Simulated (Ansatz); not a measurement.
Data:

SbRu:
Space group P6/mmm (No. 191); a = b = 5.6423 Å, c = 4.1520 Å, α = β = 90.00°, γ = 120.00°

| atom | site | symmetry | x | y | z |
|---|---|---|---|---|---|
| Ru | 3f | mmm | 0.0000 | 0.5000 | 0.0000 |
| Sb | 1a | 6/mmm | 0.0000 | 0.0000 | 0.0000 |
| Sb | 2d | -6m2 | 0.3333 | 0.6667 | 0.5000 |

This is the PBEsol-relaxed structure.

### Question
All from the program Ansatz at the PBEsol level (PAW), unless another level is named. Give the electronic character.

### Answer
metallic (no gap).

### Question
What about the formation energy from the elements (no fitted shifts)?

### Answer
0.054 eV/atom.

### Question
Predict the density of states at the Fermi level.

### Answer
0.89 states/eV per atom (mean over ±0.08 eV).

### Question
Give the gap with spin–orbit coupling.

### Answer
none (metallic).

The cell is a constructed one: a structure type filled with these elements; neither database checked (COD, Materials Project) lists it. COD files the formula under space group No. 62. Whether it is the stable phase at ambient conditions was not checked. The cell was relaxed with PBEsol under the symmetry of its start. At this level the phase is dynamically unstable (imaginary phonons). The run is not spin-polarised. The references are the lowest solids computed at this level, not always the standard phases. Spin–orbit coupling is left out wherever it is not named.

Potentials: the earlier of the program's two PAW sets. The files were generated under PBE; for other functionals the program regenerates the frozen cores, and for LDA and PBEsol the local potential too.
